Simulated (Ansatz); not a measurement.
# Computed properties of Ga

Ga:
```cif
data_Ga4
_chemical_formula_sum 'Ga4'
_space_group_name_H-M_alt 'P 1'
_space_group_IT_number 1
_cell_length_a 4.35051
_cell_length_b 4.35051
_cell_length_c 4.43395
_cell_angle_alpha 90.000
_cell_angle_beta 90.000
_cell_angle_gamma 118.886
loop_
_space_group_symop_operation_xyz
  'x, y, z'
loop_
_atom_site_label
_atom_site_type_symbol
_atom_site_fract_x
_atom_site_fract_y
_atom_site_fract_z
_atom_site_occupancy
Ga1 Ga 0.65593 0.34407 0.41529 1
Ga2 Ga 0.34407 0.65593 0.58471 1
Ga3 Ga 0.84407 0.15593 0.91529 1
Ga4 Ga 0.15593 0.84407 0.08471 1
```

Space group Cmce (No. 64), α-Ga; conventional cell a = 4.4236 Å, b = 7.4927 Å, c = 4.4339 Å, α = β = γ = 90.00°.

Method: plane-wave PAW LDA (Ansatz code). Geometry: relaxed at this level of theory. Other levels are named where they apply.

Cell and energy:

```json
{
 "volume_per_atom": "18.37 Å³",
 "density": "6.30 g/cm³"
}
```

Electronic structure:

```json
{
 "electronic_character": "metallic (no gap)",
 "Density of states at the Fermi level": "0.16 states/eV per atom (mean over ±0.08 eV)"
}
```

Symmetry was held in the LDA relaxation. Axis ratios of metals converge slowly with the k-mesh, so a and c are less sure than the volume. Spin–orbit coupling is left out wherever it is not named.

Potentials: the later of the program's two PAW sets.
